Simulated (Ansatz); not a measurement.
## Notes on La$_{2}$TeN$_{2}$

```
CELL_PARAMETERS angstrom
0.00000 4.20106 0.00000
4.20106 0.00000 0.00000
2.10053 2.10053 -6.67733
ATOMIC_POSITIONS crystal
La 0.34400 0.34400 0.31200
La 0.65600 0.65600 0.68800
Te 0.00000 0.00000 0.00000
N 0.25000 0.75000 0.50000
N 0.75000 0.25000 0.50000
```

Single point in Ansatz 0.2.0 with r2SCAN, no spin polarisation. Cutoff 500 eV, PAW datasets, 8×8×8 Γ-centred k mesh, fermi-dirac filling (width 0.1 eV).

Which atom feels the largest force, and which way?

The largest is on La1 (and as large on other atoms): 0.86 eV/Å, components (0.00, 0.00, -0.86). It makes 59° with the line to a nearest neighbour, N4 at 2.45 Å.

What do density and ELF say about some of the short contacts?

La–N at 2.45 Å: least valence density 0.43 e/Å³ and ELF 0.27 there. Te–La at 3.63 Å: least valence density 0.10 e/Å³ and ELF 0.11 there. Te–N at 3.94 Å: least valence density 0.05 e/Å³ and ELF 0.06 there. Both are smooth PAW fields, read partly inside the augmentation spheres.

What does the stress say?

The pressure is -2.7 GPa (compression positive), so with the atoms held at these fractions the cell would first shrink; the forces are large, so a full relaxation may end otherwise. The principal stresses -3.8, -3.8, -0.7 GPa differ, so its shape would change too.

What happens at the Fermi level?

It is a metal, with about 5.6 states/eV a cell as the mean within 0.25 eV of the Fermi level, mostly N p (58 %) and Te p (26 %).

Origin: a known structure type with other elements, at an estimated volume, so it need not be a known compound. Caveats: many states at the Fermi level without spin polarisation, so a magnetic state may lie lower; f levels without a U or exact exchange are poorly placed.
